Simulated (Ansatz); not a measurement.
# Structures of LiHf₃Si: which is lowest?

Plane-wave DFT in Ansatz with scalar-relativistic PAW potentials, cutoff 420 eV, Γ-centred meshes chosen by cell and gap, Gaussian smearing with energies taken to zero width. Every cell was relaxed (cell and atoms) in a run of its own, within the symmetry of its start. Functional: PBE.

Relaxed structures (starts from databases or built by putting these elements on another compound's sites):
A. Pm-3m, 5 atoms in the computed cell, a = 4.952 Å; sites (symmetry × multiplicity) Li m-3m × 1, Hf 4/mm.m × 3, Si m-3m × 1; start: built
B. P4mm, 5 atoms in the computed cell, a = 4.896 Å, c = 5.103 Å; sites (symmetry × multiplicity) Li 4mm × 1, Hf 2mm. × 2 + 4mm × 1, Si 4mm × 1; start: built

Question: Rank them by energy. Could pressure change the order?

Answer:
| structure | group | E − E(lowest) (meV/atom) | V (Å³/atom) | gap on mesh (eV) |
| --- | --- | --- | --- | --- |
| B | P4mm | 0.0 | 24.47 | 0.00 |
| A | Pm-3m | 17.9 | 24.28 | 0.00 |

B is lowest, 18 meV/atom under A. The two lowest differ in volume by under 3 %, too little for a first-order estimate of what pressure does to that pair (other pairs aren't weighed here); with rigid cells even 3 % in favour of the higher one would need about 4 GPa. Other structures may lie lower than all of these, and vibrations aren't counted.

Spin-orbit coupling is left out, which matters for the bands of heavy elements.